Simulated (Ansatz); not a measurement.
According to the program Ansatz at the PBE level (PAW), Mg in the A15 (β-W type) structure (Pm-3n) relaxes to a = 5.727 Å.

Electronic character: metallic (no gap).

The bulk modulus is 33.8 GPa.

The start of the workflow was typed in or built on a structure type; neither database checked (COD, Materials Project) lists it. It is not the phase usual at ambient conditions (space group No. 194). The PBE relaxation kept the symmetry of its start; whether a distortion lowers the energy is not shown.

Potentials: the earlier of the program's two PAW sets.
